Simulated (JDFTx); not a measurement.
System: W(110) (Im-3m bulk; lattice of mp-91, not re-optimised at this level), (2×1) cell of 6 atoms in 3 planes, area 14.21 Å² a face, 4.4 Å between the outermost planes in a cell 23.5 Å high; k mesh 4×10×1, Fermi width 0.01 Ha, no spin polarisation.

Adsorbate: N on both faces at 0.50 monolayer, started bridge and relaxed in vacuum, keeping the symmetry of the start.

All numbers are RPBE, GBRV ultrasoft potentials made for PBE, plane waves to 20/100 Ha results from a modified build of JDFTx, not measurements. The adsorption energy per N is [E(slab + 2 N) − E(slab)]/2 − (½ E(N2)), with the gas molecules relaxed at the same level and slab energies taken as (E + F)/2, the usual estimate of zero smearing. No zero-point energy or vibrational entropy is included. Both faces are alike, and the cell allows no reconstruction beyond its size.

Task: Predict the adsorption energy and the geometry, and the change of the work function.

Result: -0.35 eV. N sits 1.28 Å above the highest substrate atom, bound to 2 W at 1.88 Å. The work function goes from 4.78 to 5.56 eV.
